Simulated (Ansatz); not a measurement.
Se (diamond, Fd-3m) under volume change, plane-wave PAW PBEsol (Ansatz code), scaled uniformly.

| V (Å³/atom) | E − E(relaxed) (meV/atom) | P (GPa) |
|---|---|---|
| 27.397 | … | … |
| 28.300 | 16.2 | 3.04 |
| 29.203 | … | … |
| 30.106 | 0.0 | 0.00 |
| 31.010 | 3.5 | -1.22 |
| 31.913 | 13.4 | -2.27 |
| 32.816 | 28.8 | -3.17 |

Question: Some entries are withheld; supply them.

Answer: 
- 29.203, E − E(relaxed) (meV/atom): 3.9
- 29.203, P (GPa): 1.40
- 27.397, E − E(relaxed) (meV/atom): 38.7
- 27.397, P (GPa): 5.00

Question: What does a third-order Birch–Murnaghan fit give for V₀, B₀ and B′?

Answer: V₀ = 30.10 Å³/atom, B₀ = 43.7 GPa, B′ = 4.1.

The start of the workflow was typed in or built on a structure type; neither database checked (COD, Materials Project) lists it. It is not the phase usual at ambient conditions (space group No. 152). Symmetry was held in the PBEsol relaxation. At this level the phase is dynamically unstable (imaginary phonons). The volume moved by 22 % from the start of the relaxation.

Potentials: the later of the program's two PAW sets.
